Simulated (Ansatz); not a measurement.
**Calculated ²⁵Mg NMR of the central transition for Mg7SiN6**

Cell: a Materials Project structure (computed, not necessarily an observed phase), atoms as given.

Space group Ibam (No. 72); a = 5.4958, b = 10.2897, c = 11.5142 Å.

| site | Wyckoff | site symmetry | x | y | z |
| --- | --- | --- | --- | --- | --- |
| Mg1 | 8j | ..m | 0.2187 | 0.4579 | 0.5000 |
| Mg5 | 16k | 1 | 0.3948 | 0.2711 | 0.1200 |
| Mg13 | 4b | 222 | 0.0000 | 0.5000 | 0.2500 |
| Si | 4a | 222 | 0.0000 | 0.0000 | 0.7500 |
| N17 | 16k | 1 | 0.3063 | 0.3948 | 0.3280 |
| N25 | 8j | ..m | 0.1292 | 0.3445 | 0.0000 |

One atom of each set is listed; the run and its k-mesh use a cell of 28 atoms with edges of 8.20, 8.20, 8.20 Å.

The numbers come from a DFT calculation in Ansatz (r2SCAN, plane waves and PAW, scalar-relativistic, 500 eV cutoff, Γ-centred 6×6×6 k-points, Fermi–Dirac smearing 0.02 eV).

²⁵Mg has I = 5/2 and Q = 199.4 mb (Pyykkö 2018); at 18.8 T its Larmor frequency is ν₀ = 49.0 MHz. Only the quadrupole interaction is simulated: positions count from each site's isotropic chemical shift, and J coupling is left out, as are shift anisotropy and dipolar coupling, which fast spinning averages.

Question: Give C_Q, η, the quadrupolar product P_Q = |C_Q|(1 + η²/3)^½, the second-order isotropic shift and the breadth of the pattern (fast magic-angle spinning) for each Mg site.

Answer: 

```csv
site,first shell,C_Q (MHz),η,P_Q (MHz),δ_QIS (ppm),breadth (kHz)
Mg1,4 N at 2.09–2.24 Å; also 1 N at 3.22 Å,11.7,0.24,11.8,-350,39.0
Mg5,4 N at 2.12–2.23 Å; also 1 N at 2.76 Å,-8.42,0.76,9.18,-210,23.5
Mg13,4 N at 2.19 Å,-11.1,0.51,11.5,-332,37.8
```

δ_QIS = −(ν_Q²/30ν₀²)[I(I+1) − 3/4](1 + η²/3) × 10⁶ ppm with ν_Q = 3|C_Q|/[2I(2I−1)]; it falls as 1/B₀² in ppm, and the breadth as 1/B₀ in kHz.

The broadest static pattern spans 114 kHz. The table holds for spinning faster than that; slower spinning leaves sidebands.

The run took 5.6 min of wall time (11 min of CPU time) and 2.7 GiB at its peak, on 2 threads of Intel Xeon Processor @ 2.50GHz (Skylake/Cascade Lake) (x86_64; 62 cores open to the job, memory cap 5.0 GiB, no GPU), a shared host with a load of 0.9 a core.
